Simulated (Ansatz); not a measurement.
A geometry of Pt away from equilibrium: step 2 of the relaxation of a randomly generated symmetric cell of Pt (space group No. 146). Calculation: PBE (plane waves to 420 eV, PAW, scalar-relativistic; Ansatz, a program for electronic structure). Γ-centred k-mesh 12×12×12 on the run's cell (coarser than for final values), Fermi–Dirac smearing 0.05 eV.

```xyz
4
Lattice="4.5816 2.6452 0.9308 -4.5816 2.6452 0.9308 0.0000 -5.2904 0.9308" Properties=species:S:1:pos:R:3:forces:R:3 pbc="T T T" free_energy=-50090.998 pressure_GPa=-5.4
Pt    -0.0785     2.3043     2.1304    0.6677    1.0642   -0.3536
Pt    -1.9563    -1.2201     2.1304   -1.2555    0.0462   -0.3536
Pt     2.0348    -1.0842     2.1304    0.5877   -1.1104   -0.3536
Pt     0.0000     0.0000     0.5254    0.0000    0.0000    1.0609
```

Positions in Å, forces in eV/Å, free energy of the cell in eV (comparable only within this code, potentials and settings). Largest force: 1.31 eV/Å, on Pt1, Pt2, Pt3 (atoms numbered as listed); the geometry lies 0.18 eV/atom above the end of its relaxation.

No spin polarisation in the result.

The run could not lose the symmetry of its start, so the end can be a saddle point.

The end of the path is a generated cell of Pt: the first start was made by a random draw of sites in a space group, and the end was not matched to a known phase here, so it may be hypothetical. Known forms of Pt include space group No. 225.
